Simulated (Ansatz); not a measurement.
# Ge: computed property card

Ge:
```
CELL_PARAMETERS angstrom
      3.95866     0.00000     0.00000
     -1.97933     3.42830     0.00000
      0.00000     0.00000     6.53178
ATOMIC_POSITIONS crystal
  Ge 0.66667 0.33333 0.06287
  Ge 0.33333 0.66667 0.93713
  Ge 0.33333 0.66667 0.56287
  Ge 0.66667 0.33333 0.43713
```

Space group P6_3/mmc (No. 194); conventional cell a = 3.959 Å, b = 3.959 Å, c = 6.532 Å, α = 90.00°, β = 90.00°, γ = 120.00°.

Method: LDA (plane waves, PAW; program Ansatz). Geometry: relaxed at this level of theory. Other levels are named where they apply.

### Cell and energy

| Item | Value |
|---|---|
| Volume per atom | 22.16 Å³ |
| Density | 5.44 g/cm³ |

### Electronic structure

| Quantity | Value |
|---|---|
| Electronic character | no gap, with almost no states at the Fermi level (zero-gap or semimetallic) |
| Density of states at the Fermi level | 0.01 states/eV per atom (mean over ±0.08 eV) |

### Mechanics

| Quantity | Value |
|---|---|
| Bulk modulus (Birch–Murnaghan fit) | 72.1 GPa |
| Pressure derivative B′ | 4.8 |
| Elastic constants (relaxed ions, GPa) | C11 = 145, C12 = 41.8, C13 = 27.4, C33 = 168, C44 = 40.4 |
| Mechanical stability | stable (all eigenvalues of C positive) |
| Hill bulk and shear moduli | 72.2 and 49.5 GPa |
| Young's modulus | 121 GPa |
| Poisson's ratio | 0.22 |
| Debye temperature from the elastic constants | 354 K |

### Phonons

| Quantity | Result |
|---|---|
| Highest zone-centre frequency | 291 cm^-1 |
| Zone-centre stability | no imaginary mode at Γ |

The first step of the workflow began from a Materials Project structure, measured or hypothetical; the Crystallography Open Database copy checked does not list it. It is not the phase usual at ambient conditions (space group No. 227). The cell was relaxed with LDA under the symmetry of its start. As this level gives no gap, shear constants depend on the k-mesh and smearing (Fermi–Dirac, 0.1 eV here). As this level gives no gap, phonon frequencies hold no LO–TO term and depend on the k-mesh and smearing (Fermi–Dirac, 0.1 eV here). Spin–orbit coupling is left out wherever it is not named.

Potentials: the earlier of the program's two PAW sets.
